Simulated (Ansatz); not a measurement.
Here is the system:

MgS:
```
MgS
1.0
    0.00000     2.59704     2.59704
    2.59704     0.00000     2.59704
    2.59704     2.59704     0.00000
Mg S
1 1
Direct
  0.50000   0.50000   0.50000
  0.00000   0.00000   0.00000
```

This is the HSE06-relaxed structure.

Q: All from the program Ansatz at the HSE06 level (PAW), unless another level is named. Give the band gap.

A: 3.82 eV (indirect).

Q: And the smallest direct gap on the standard path?

A: 4.87 eV.

Q: Next, the valence-band maximum?

A: at Γ.

Q: Next, the conduction-band minimum?

A: at X (3 equivalent valleys).

Space group Fm-3m (rock salt). The cell was relaxed with HSE06 under the symmetry of its start. The volume moved by -30 % from the start of the relaxation. The hybrid was solved on a coarse mesh, the path and, where they were found, the r²SCAN edge points; its band edges are the extreme levels among these.

Potentials: the later of the program's two PAW sets.
